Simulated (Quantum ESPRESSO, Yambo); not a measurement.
Quasiparticle gap of GeTe monolayer

```xyz
2
Lattice="3.8789 0.0000 0.0000 -1.9395 3.3592 0.0000 0.0000 0.0000 14.4000" Properties=species:S:1:pos:R:3 pbc="T T T"
Ge     0.0000     2.2395     0.7762
Te     0.0000     0.0000    -0.7762
```

The layer was cut from Materials Project entry mp-938 and relaxed with PBEsol in a cell 14.4 Å high, with the Coulomb interaction truncated along z.

Starting point: PBE (stringent potentials; Quantum ESPRESSO, PseudoDojo norm-conserving, 124 Ry, scalar-relativistic). G0W0 in Yambo: 6×6×1 Γ-centred k mesh, bands 9 to 206 and a 8 Ry block in the screening, 206 bands in G with the Bruneval-Gonze terminator, plasmon pole fitted at 27.2 eV, slab-truncated Coulomb interaction, stochastic integration of W near q = 0.

```
Property                                                  Result
-------------------------------------------------------  -------
PBE gap along the band path                              1.73 eV
PBE gap between the mesh's edge points (Γ → (0, 0.333))  1.73 eV
G0W0 gap between the same points                         2.77 eV
PBE smallest direct gap on the mesh (at Γ)               2.12 eV
G0W0 direct gap at that point                            3.31 eV
```

| k point | band | E PBE (eV) | E QP (eV) | shift (eV) | Z |
|---|---|---|---|---|---|
| Γ | VB | 0.00 | -0.69 | -0.69 | 0.75 |
| Γ | CB | 2.12 | 2.62 | 0.49 | 0.76 |
| (0, 0.333) | VB | -0.70 | -1.55 | -0.85 | 0.74 |
| (0, 0.333) | CB | 1.73 | 2.08 | 0.35 | 0.75 |
| M | VB | -1.41 | -2.30 | -0.89 | 0.74 |
| M | CB | 2.09 | 2.48 | 0.39 | 0.75 |
| K | VB | -1.44 | -2.33 | -0.88 | 0.73 |
| K | CB | 1.95 | 2.31 | 0.36 | 0.75 |

Energies count from the PBE valence-band maximum.

Nearest settings tried, and what they do to the gap: 114 bands in G: +2 meV; 114 bands in W, 114 bands in G: -30 meV; 5 Ry block (265 vectors against 511): -58 meV. Not varied: mesh, cell height. So the settings aren't converged at that level.

Without spin-orbit coupling, band edges of such heavy elements can be off by tenths of an eV.

This is a model layer cut from the bulk structure; whether it is stable on its own was not checked.
